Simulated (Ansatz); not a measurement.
An Ansatz (a quantum-chemistry and plane-wave program) run. Input:

Ansatz 0.2 input:
```yaml
crystal:
  lattice:
    - [4.0629567752, 0.0, 0.0]
    - [0.0, 4.0629567752, 0.0]
    - [0.0, 0.0, 4.0629567752]
  atoms:
    - { symbol: La, position: [0.0, 0.0, 0.0] }
    - { symbol: Nb, position: [0.5, 0.5, 0.5] }
    - { symbol: N, position: [0.5, 0.5, 0.0] }
    - { symbol: N, position: [0.5, 0.0, 0.5] }
    - { symbol: N, position: [0.0, 0.5, 0.5] }
kpoints:
  mp_grid: { grid: [8, 8, 8] }
  band_path:
    path:
      - [[0.0, 0.0, 0.0], [0.0, 0.5, 0.0], [0.5, 0.5, 0.0], [0.0, 0.0, 0.0], [0.5, 0.5, 0.5], [0.0, 0.5, 0.0]]  # Γ-X-M-Γ-R-X
      - [[0.5, 0.5, 0.5], [0.5, 0.5, 0.0]]  # R-M
    npoints: 12
basis: { ecutwfc: 600, xc_grid: 2 }
hamiltonian:
  xc: pbesol
  pseudopotentials: { azcp: { folder: ./paw }, kind: paw_fr }
magnetization: { noncollinear: true, spin_orbit: true }
scf:
  n_extra_bands: 13
  convergence: { dr2_threshold: 0.0000000001 }
  occupations: { method: gaussian, width: 0.05 }
output: { eigenvalues: true }
```

Output (shortened):

```
Pseudopotential: La, paw, valence charge 11
Pseudopotential: Nb, paw, valence charge 13
Pseudopotential: N, paw, valence charge 5
Functional definition: PBEsol
non-collinear run that drives no moment, with spin-orbit …
Crystal: 5 atoms, lattice volume = 67.070 Å³
Basis set: ecut = 600 eV, 2205 PW (Γ), exchange–correlation on 72×72×72 points (8 copies of the dense FFT grid, shifted against one another)
Bands: 52, of which v1, the nominal top of the filled ones, is band 39 counted from 1 (38 counted from 0)
Symmetry: 48 space group operations + 48 with time reversal
k-points: 35 of 512
Projection manifold: j_resolved (fully-relativistic pseudo-atomic orbitals)
SCF iter   1: F=—  HF=-11805.462446 eV  |F-HF|=—  |Δ(HF+E_count)|=         —  Δρ=8.76e-2  dr2=6.67e0  dr2_m=0.00e0 (ungated)  ethr=3.10e-3  |M|=0.00e0 ∫|m|=0.00e0 μB  |m|>n=0.0e0 m-floor=0.0e0 τ_xc=0.0e0  β_m=0.30  ⟨swp⟩=4.3  Hψ=4201  notcnv=0
preconditioner: auto → Kerker (q_TF=auto, 2.493 Å⁻¹)
spin=Noncollinear: Kerker preconditioning applied to the charge; magnetization (m_x, m_y, m_z) channels mix plain (no charge-response kernel on spin).
SCF iter   2: F=—  HF=-11804.283410 eV  |F-HF|=—  |Δ(HF+E_count)|=    1.18e0  Δρ=5.50e-2  dr2=2.27e0  dr2_m=0.00e0 (ungated)  ethr=3.10e-3  |M|=0.00e0 ∫|m|=0.00e0 μB  |m|>n=0.0e0 m-floor=0.0e0 τ_xc=0.0e0  β_m=0.48  ⟨swp⟩=2.7  Hψ=1614  notcnv=0  defer=238
preconditioner: auto → Resta (q_TF=auto, 2.493 Å⁻¹)
spin=Noncollinear: Resta preconditioning applied to the charge; magnetization (m_x, m_y, m_z) channels mix plain (no charge-response kernel on spin).
SCF iter   3: F=—  HF=-11803.733379 eV  |F-HF|=—  |Δ(HF+E_count)|=   5.50e-1  Δρ=1.77e-2  dr2=8.53e-2  dr2_m=0.00e0 (ungated)  ethr=3.10e-3  |M|=0.00e0 ∫|m|=0.00e0 μB  |m|>n=0.0e0 m-floor=0.0e0 τ_xc=0.0e0  β_m=0.59  ⟨swp⟩=4.1  Hψ=1906  notcnv=0  defer=242
SCF iter   4: F=—  HF=-11803.731497 eV  |F-HF|=—  |Δ(HF+E_count)|=   1.88e-3  Δρ=5.24e-3  dr2=8.75e-3  dr2_m=0.00e0 (ungated)  ethr=2.19e-4  |M|=0.00e0 ∫|m|=0.00e0 μB  |m|>n=0.0e0 m-floor=0.0e0 τ_xc=0.0e0  β_m=0.74  ⟨swp⟩=3.5  Hψ=1434  notcnv=0  defer=262
SCF iter   5: F=—  HF=-11803.733058 eV  |F-HF|=—  |Δ(HF+E_count)|=   1.56e-3  Δρ=8.10e-4  dr2=3.51e-4  dr2_m=0.00e0 (ungated)  ethr=2.24e-5  |M|=0.00e0 ∫|m|=0.00e0 μB  |m|>n=0.0e0 m-floor=0.0e0 τ_xc=0.0e0  β_m=0.87  ⟨swp⟩=2.7  Hψ=1488  notcnv=0  defer=262
SCF iter   6: F=—  HF=-11803.733182 eV  |F-HF|=—  |Δ(HF+E_count)|=   1.24e-4  Δρ=1.60e-4  dr2=1.50e-5  dr2_m=0.00e0 (ungated)  ethr=9.01e-7  |M|=0.00e0 ∫|m|=0.00e0 μB  |m|>n=0.0e0 m-floor=0.0e0 τ_xc=0.0e0  β_m=0.93  ⟨swp⟩=2.1  Hψ=1177  notcnv=0  defer=262
SCF iter   7: F=—  HF=-11803.733188 eV  |F-HF|=—  |Δ(HF+E_count)|=   6.54e-6  Δρ=3.51e-5  dr2=8.96e-7  dr2_m=0.00e0 (ungated)  ethr=3.85e-8  |M|=0.00e0 ∫|m|=0.00e0 μB  |m|>n=0.0e0 m-floor=0.0e0 τ_xc=0.0e0  β_m=0.97  ⟨swp⟩=2.1  Hψ=1369  notcnv=0  defer=262
SCF iter   8: F=—  HF=-11803.733236 eV  |F-HF|=—  |Δ(HF+E_count)|=   4.78e-5  Δρ=6.21e-6  dr2=2.73e-8  dr2_m=0.00e0 (ungated)  ethr=2.30e-9  |M|=0.00e0 ∫|m|=0.00e0 μB  |m|>n=0.0e0 m-floor=0.0e0 τ_xc=0.0e0  β_m=0.95  ⟨swp⟩=2.1  Hψ=1352  notcnv=0  defer=262
SCF iter  10: F=-11803.733236 eV  HF=-11803.733236 eV  |F-HF|=0.00e0  |Δ(HF+E_count)|=  1.38e-10  Δρ=1.43e-7  dr2=1.23e-11  dr2_m=0.00e0 (ungated)  ethr=1.00e-12  |M|=0.00e0 ∫|m|=0.00e0 μB  |m|>n=0.0e0 m-floor=0.0e0 τ_xc=0.0e0  ⟨swp⟩=12.2  Hψ=4019  notcnv=0
the search or the solves at the SCF's close seem to have found levels that the self-consistency loop had missed (the run counts 4) …
SCF 1 converged in 10 iterations: F = -11803.733236 eV  dr2 = 1.23e-11
NSCF: frozen V_eff on 74 k-points
SCF converged after 10 iterations
Magnetization: |M| = 0.0000 μB,  M = (+0.0000, +0.0000, +0.0000) μB
Absolute magnetization: 0.0000 μB (∫|m|)
  site 0: m = (+0.0000, +0.0000, +0.0000) μB, |m| = 0.0000 μB  (R = 1.19 Å)
  site 1: m = (+0.0000, +0.0000, +0.0000) μB, |m| = 0.0000 μB  (R = 0.84 Å)
  site 2: m = (+0.0000, +0.0000, +0.0000) μB, |m| = 0.0000 μB  (R = 0.84 Å)
  site 3: m = (+0.0000, +0.0000, +0.0000) μB, |m| = 0.0000 μB  (R = 0.84 Å)
  site 4: m = (+0.0000, +0.0000, +0.0000) μB, |m| = 0.0000 μB  (R = 0.84 Å)
Free energy (F): -11803.733236 eV
Harris-Foulkes:  -11803.733236 eV  (|F-HF|=0.00e0)
Internal energy: -11803.731793 eV  (E = F + TS)
E sigma→0 (E₀):  -11803.732514 eV
Entropy (-TS):   -0.001443 eV (-0.289 meV/atom)
Fermi energy:    12.808935 eV
--- Per-component energies (eV) ---
  E_band       = -64.590059
  E_kinetic    = 935.454381
  E_local      = -1563.602138  (includes V_loc(G=0)·N_el)
  E_nonlocal   = 293.178492
  E_hartree    = 548.062700
  E_xc         = -480.955829
  E_vxc        = -566.905307  (∫ρ·V_xc dr)
  E_paw        = -8732.922497  (= ΣΔE_a)
  E_vpaw       = -258.840923  (= ΣTr[D̂ρ^β])
  E_aug_tail   = 0.000059  (compensation charges beyond the density's cutoff)
  E_ewald      = -2803.390943
  E_core_change = 0.443982  (= ΣΔE_core)
  E_smearing   = -0.001443  (= −TS)
  E_closure    =  0.000000  (closes the sum)
  Σ components = -11803.733236   (vs F -11803.733236, Δ=0.00e0)
  [band-id]    e_kinetic+e_local+e_nonlocal+2·e_hartree+e_vxc+e_vpaw+e_augmentation_tail = -64.590035   (vs E_band -64.590059, Δ=2.36e-5)
--- Band table (eV; the first three rows and the last of 35) ---
  k-point 0: bands = ["-41.4237", "-41.4237", "-19.1030", "-19.1030", "-18.6940", "-18.6940", "-17.0282", "-17.0282", "-17.0282", "-17.0282", "-4.0144", "-4.0144", "-1.5681", "-1.5681", "-1.5681", "-1.5681", "-1.1817", "-1.1817", "-0.1523", "-0.1523", …
  k-point 1: bands = ["-41.4234", "-41.4234", "-19.1086", "-19.1086", "-18.6877", "-18.6877", "-17.0343", "-17.0343", "-17.0273", "-17.0273", "-4.0565", "-4.0565", "-1.9015", "-1.9015", "-1.5598", "-1.5598", "-0.7943", "-0.7943", "-0.1395", "-0.1395", …
  k-point 2: bands = ["-41.4229", "-41.4229", "-19.1220", "-19.1220", "-18.6729", "-18.6729", "-17.0488", "-17.0488", "-17.0251", "-17.0251", "-4.1673", "-4.1673", "-2.2472", "-2.2472", "-1.5394", "-1.5394", "-0.2231", "-0.2231", "-0.1081", "-0.1081", …
  k-point 34: bands = ["-41.4194", "-41.4194", "-19.1550", "-19.1550", "-18.6020", "-18.6020", "-17.1055", "-17.1055", "-17.1055", "-17.1055", "-4.3038", "-4.3038", "-2.0111", "-2.0111", "-2.0111", "-2.0111", "0.7294", "0.7294", "0.8983", "0.8983", "0.8983", …
```

Cost: about 80 core-seconds (a rough figure) on shared cores.

Space group Pm-3m (cubic perovskite). The start of the workflow was typed in or built on a structure type; neither database checked (COD, Materials Project) lists it. Whether it is the stable phase at ambient conditions was not checked. The PBEsol relaxation kept the symmetry of its start. At this level the phase is dynamically unstable (imaginary phonons). No spin polarisation was allowed.

Potentials: the earlier of the program's two PAW sets. The files were generated under PBE; for other functionals the program regenerates the frozen cores, and for LDA and PBEsol the local potential too.

Ansatz is a plane-wave DFT program.
